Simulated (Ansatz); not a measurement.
Starting cell, MoS2 (3R-MoS2 type, space group R3m):

```yaml
crystal:
  lattice:
    - [1.58770, 0.91666, 6.19534]
    - [-1.58770, 0.91666, 6.19534]
    - [0.00000, -1.83332, 6.19534]
  atoms:
    - { symbol: Mo, position: [0.00000, 0.00000, 0.00000] }
    - { symbol: S, position: [0.75029, 0.75029, 0.75029] }
    - { symbol: S, position: [0.58300, 0.58300, 0.58300] }
```

In this cell atom 1 (Mo, nearest neighbour S at 2.403 Å; its periodic images, 3.2 Å or more away, move with it) is moved by s along Cartesian [111], unit vector (0.577, 0.577, 0.577); all other atoms and the cell stay fixed.

These are r2SCAN+rVV10 (plane waves to 500 eV, PAW, scalar-relativistic; Ansatz, an electronic-structure program) values and carry that method's errors. k mesh 10×10×10 (Γ-centred), Fermi-Dirac smearing 0.05 eV. Stress and pressure are positive under compression. F∥ is the force on the atom along that direction. F⊥ is the part of the force across the line. MoS2 is run without spin polarisation. MoS2 was relaxed with its symmetry unable to fall. The PAW data are Ansatz's earlier set. This is one of several known forms of MoS2; the measured ambient cells at hand have space group No. 194. 

```json
[
 {"s (Å)": "-0.240", "P (GPa)": "4.15", "F∥ (eV/Å)": "5.715", "|F⊥| (eV/Å)": "1.323"},
 {"s (Å)": "-0.192", "P (GPa)": "[?]", "F∥ (eV/Å)": "4.599", "|F⊥| (eV/Å)": "1.022"},
 {"s (Å)": "-0.144", "P (GPa)": "1.51", "F∥ (eV/Å)": "3.464", "|F⊥| (eV/Å)": "0.743"},
 {"s (Å)": "-0.096", "P (GPa)": "0.67", "F∥ (eV/Å)": "2.317", "|F⊥| (eV/Å)": "0.483"},
 {"s (Å)": "-0.048", "P (GPa)": "[?]", "F∥ (eV/Å)": "1.161", "|F⊥| (eV/Å)": "0.237"},
 {"s (Å)": "0.000", "P (GPa)": "-0.01", "F∥ (eV/Å)": "0.000", "|F⊥| (eV/Å)": "0.000"},
 {"s (Å)": "0.048", "P (GPa)": "[?]", "F∥ (eV/Å)": "-1.169", "|F⊥| (eV/Å)": "0.232"},
 {"s (Å)": "0.096", "P (GPa)": "0.69", "F∥ (eV/Å)": "-2.347", "|F⊥| (eV/Å)": "0.463"},
 {"s (Å)": "0.144", "P (GPa)": "[?]", "F∥ (eV/Å)": "-3.540", "|F⊥| (eV/Å)": "0.699"},
 {"s (Å)": "0.192", "P (GPa)": "[?]", "F∥ (eV/Å)": "-4.756", "|F⊥| (eV/Å)": "0.946"},
 {"s (Å)": "0.240", "P (GPa)": "4.47", "F∥ (eV/Å)": "-6.004", "|F⊥| (eV/Å)": "1.209"}
]
```

Q: Fill in the missing entries.

A: 
- -0.192, P (GPa): 2.67
- -0.048, P (GPa): 0.17
- 0.048, P (GPa): 0.17
- 0.144, P (GPa): 1.58
- 0.192, P (GPa): 2.83

(A displaced cell: forces are minus the slopes of the energy, force constants its curvatures, and phonons follow from these.)
